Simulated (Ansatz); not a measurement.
Relaxation of a relaxed La2O3 cell, doubled along one cell vector, shaken by Gaussian noise of σ = 0.08 Å a coordinate; 10 atoms in the cell, which starts as P1 (No. 1), aP10; a = 3.935 Å, b = 6.126 Å, c = 6.816 Å, α = β = γ = 90.00°. The numbers are results of r2SCAN (plane waves to 500 eV, PAW, scalar-relativistic; Ansatz, a first-principles code), not measurements. Γ-centred k-mesh 7×4×4 on the run's cell (coarser than for final values), Fermi–Dirac smearing 0.05 eV. This is the first round of the run. 

The optimiser's lines from the output (shortened; P is positive under compression):

```
relax step   1: F+E_penalty+E_count = -28491.47458337 eV  Δ(F+E_penalty+E_count) = +0.000e0 eV  max|allowed force component| = 2.878e0 eV/Å  Δτ_max = 0.0000 Å  P = +1.851 GPa  Ω = 164.303 Å³  (10 SCF iters, dr2 threshold 1.00e-7 eV, accepted)
relax step   2: F+E_penalty+E_count = -28491.88035363 eV  Δ(F+E_penalty+E_count) = -4.058e-1 eV  max|allowed force component| = 2.147e0 eV/Å  Δτ_max = 0.1946 Å  P = +0.773 GPa  Ω = 165.424 Å³  (8 SCF iters, dr2 threshold 1.00e-6 eV, accepted)
relax step   3: F+E_penalty+E_count = -28492.20987896 eV  Δ(F+E_penalty+E_count) = -3.295e-1 eV  max|allowed force component| = 4.550e-2 eV/Å  Δτ_max = 0.1934 Å  P = -0.328 GPa  Ω = 165.114 Å³  (8 SCF iters, dr2 threshold 1.00e-6 eV, accepted)
relax step   4: F+E_penalty+E_count = -28492.21674191 eV  Δ(F+E_penalty+E_count) = -6.863e-3 eV  max|allowed force component| = 2.278e-2 eV/Å  Δτ_max = 0.0119 Å  P = -0.003 GPa  Ω = 164.451 Å³  (7 SCF iters, dr2 threshold 1.00e-6 eV, accepted)
relax step   5: F+E_penalty+E_count = -28492.21719410 eV  Δ(F+E_penalty+E_count) = -4.522e-4 eV  max|allowed force component| = 2.013e-3 eV/Å  Δτ_max = 0.0036 Å  P = -0.043 GPa  Ω = 164.361 Å³  (6 SCF iters, dr2 threshold 9.00e-8 eV, accepted)
relax step   6: F+E_penalty+E_count = -28492.21722977 eV  Δ(F+E_penalty+E_count) = -3.567e-5 eV  max|allowed force component| = 8.430e-4 eV/Å  Δτ_max = 0.0006 Å  P = +0.005 GPa  Ω = 164.298 Å³  (5 SCF iters, dr2 threshold 7.25e-9 eV, accepted)
relax step   7: F+E_penalty+E_count = -28492.21722876 eV  Δ(F+E_penalty+E_count) = +1.004e-6 eV  max|allowed force component| = 8.510e-4 eV/Å  Δτ_max = 0.0000 Å  P = +0.004 GPa  Ω = 164.298 Å³  stress off target by 7.25e-3 GPa  SCF on the basis re-selected at this cell (its energy is not comparable with the rows above)  (6 SCF iters)
```

From the first to the last row the energy changes by -0.07 eV/atom and the volume by 0.0 %. The last row is marked as not comparable with the walk above it, whose basis was carried along; it does compare with step 1, since both stand on a basis selected at the nominal cutoff for their own cell.

Later rounds, restarted from the end of this one on a renewed k-mesh, logged 2 more steps and released under 1 meV/atom more. The final structure after all rounds: P-3m1 (No. 164), hP5; a = b = 3.9351 Å, c = 6.1257 Å, α = β = 90.00°, γ = 120.00°. No spin polarisation in the result.
